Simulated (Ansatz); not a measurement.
Te$_{2}$Pt:
```xyz
3
Lattice="4.0198 0.0000 0.0000 -2.0099 3.4813 0.0000 0.0000 0.0000 5.0909" Properties=species:S:1:pos:R:3 pbc="T T T"
Te     2.0099     1.1604     3.7507
Te     0.0000     2.3208     1.3402
Pt     0.0000     0.0000     0.0000
```

This is the LDA-relaxed structure.

Problem. All from LDA in the plane-wave PAW code Ansatz, unless another level is named. Give the electronic character.

Solution. metallic (no gap).

Problem. Predict the density of states at the Fermi level.

Solution. 0.43 states/eV per atom (mean over ±0.08 eV).

Problem. Give the formation energy from the elements (no fitted shifts).

Solution. -0.42 eV/atom.

Space group P-3m1. The cell was relaxed with LDA under the symmetry of its start. The run is not spin-polarised. A crystal of weakly bound layers computed without a dispersion correction: the cell and the soft elastic constants depend strongly on that. The references are the lowest solids computed at this level, not always the standard phases. Spin–orbit coupling is left out wherever it is not named.

Potentials: the earlier of the program's two PAW sets. The files were generated under PBE; for other functionals the program regenerates the frozen cores, and for LDA and PBEsol the local potential too.
